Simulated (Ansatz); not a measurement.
MgSe:
Space group Fm-3m (No. 225); a = b = c = 5.508 Å, α = β = γ = 90.00°

```json
[
 {"atom": "Mg", "site": "4a", "symmetry": "m-3m", "x": "0.0000", "y": "0.0000", "z": "0.0000"},
 {"atom": "Se", "site": "4b", "symmetry": "m-3m", "x": "0.5000", "y": "0.5000", "z": "0.5000"}
]
```
(The calculation used a cell of 2 atoms; values per cell refer to that cell.)

Relaxed with PBE.

### Question
Which orbitals make up the states near the band edges in DFT-PBE in the program Ansatz with PAW potentials?

### Answer
Top 1 eV of the valence band: Se 4p 97 %. Bottom 1 eV of the conduction band: Mg 3s 78 %, Se 4p 8 %, outside the projected shells 9 %. Projections are on Löwdin-orthogonalised atomic valence shells; empty p or d shells of many metals are not among them.

### Question
Tabulate the density of states.

### Answer
States/eV per cell of 2 atoms, in 0.25 eV bins, energy from the valence-band maximum.

| E (eV) | total | Se 4p | Mg 3s | Se 4s |
|---|---|---|---|---|
| -7.85 | 0.00 | 0.00 | 0.00 | 0.00 |
| -7.60 | 0.00 | 0.00 | 0.00 | 0.00 |
| -7.35 | 0.00 | 0.00 | 0.00 | 0.00 |
| -7.10 | 0.00 | 0.00 | 0.00 | 0.00 |
| -6.85 | 0.00 | 0.00 | 0.00 | 0.00 |
| -6.60 | 0.00 | 0.00 | 0.00 | 0.00 |
| -6.35 | 0.00 | 0.00 | 0.00 | 0.00 |
| -6.10 | 0.00 | 0.00 | 0.00 | 0.00 |
| -5.85 | 0.00 | 0.00 | 0.00 | 0.00 |
| -5.60 | 0.00 | 0.00 | 0.00 | 0.00 |
| -5.35 | 0.00 | 0.00 | 0.00 | 0.00 |
| -5.10 | 0.00 | 0.00 | 0.00 | 0.00 |
| -4.85 | 0.00 | 0.00 | 0.00 | 0.00 |
| -4.60 | 0.34 | 0.25 | 0.09 | 0.00 |
| -4.35 | 0.65 | 0.48 | 0.16 | 0.01 |
| -4.10 | 1.09 | 0.84 | 0.22 | 0.02 |
| -3.85 | 2.70 | 2.23 | 0.38 | 0.06 |
| -3.60 | 1.37 | 1.11 | 0.19 | 0.05 |
| -3.35 | 0.52 | 0.40 | 0.08 | 0.04 |
| -3.10 | 0.69 | 0.58 | 0.07 | 0.03 |
| -2.85 | 0.93 | 0.81 | 0.07 | 0.03 |
| -2.60 | 0.95 | 0.85 | 0.05 | 0.02 |
| -2.35 | 1.05 | 0.94 | 0.05 | 0.02 |
| -2.10 | 1.21 | 1.09 | 0.07 | 0.01 |
| -1.85 | 1.53 | 1.40 | 0.06 | 0.01 |
| -1.60 | 1.92 | 1.79 | 0.05 | 0.01 |
| -1.35 | 1.91 | 1.80 | 0.03 | 0.01 |
| -1.10 | 1.87 | 1.79 | 0.02 | 0.01 |
| -0.85 | 1.94 | 1.87 | 0.01 | 0.00 |
| -0.60 | 1.83 | 1.78 | 0.00 | 0.00 |
| -0.35 | 1.06 | 1.03 | 0.00 | 0.00 |
| -0.10 | 0.45 | 0.44 | 0.00 | 0.00 |
| 0.15 | 0.00 | 0.00 | 0.00 | 0.00 |
| 0.40 | 0.00 | 0.00 | 0.00 | 0.00 |
| 0.65 | 0.00 | 0.00 | 0.00 | 0.00 |
| 0.90 | 0.00 | 0.00 | 0.00 | 0.00 |
| 1.15 | 0.00 | 0.00 | 0.00 | 0.00 |
| 1.40 | 0.00 | 0.00 | 0.00 | 0.00 |
| 1.65 | 0.00 | 0.00 | 0.00 | 0.00 |
| 1.90 | 0.03 | 0.00 | 0.02 | 0.00 |
| 2.15 | 0.10 | 0.01 | 0.08 | 0.00 |
| 2.40 | 0.15 | 0.01 | 0.12 | 0.01 |
| 2.65 | 0.22 | 0.02 | 0.16 | 0.01 |
| 2.90 | 0.29 | 0.03 | 0.20 | 0.01 |
| 3.15 | 0.37 | 0.05 | 0.24 | 0.02 |
| 3.40 | 0.47 | 0.07 | 0.28 | 0.02 |
| 3.65 | 0.58 | 0.08 | 0.32 | 0.03 |
| 3.90 | 0.79 | 0.11 | 0.38 | 0.03 |
| 4.15 | 1.35 | 0.18 | 0.55 | 0.05 |
| 4.40 | 2.09 | 0.26 | 0.74 | 0.08 |
| 4.65 | 1.26 | 0.12 | 0.31 | 0.04 |
| 4.90 | 0.65 | 0.05 | 0.12 | 0.02 |
| 5.15 | 0.50 | 0.03 | 0.06 | 0.01 |
| 5.40 | 0.70 | 0.04 | 0.07 | 0.00 |
| 5.65 | 1.51 | 0.08 | 0.15 | 0.01 |
| 5.90 | 1.78 | 0.08 | 0.12 | 0.01 |
| 6.15 | 1.31 | 0.06 | 0.11 | 0.01 |
| 6.40 | 1.21 | 0.05 | 0.09 | 0.00 |
| 6.65 | 1.62 | 0.05 | 0.08 | 0.01 |

The PBE relaxation kept the symmetry of its start. Spin–orbit coupling is left out wherever it is not named.

Potentials: the later of the program's two PAW sets.
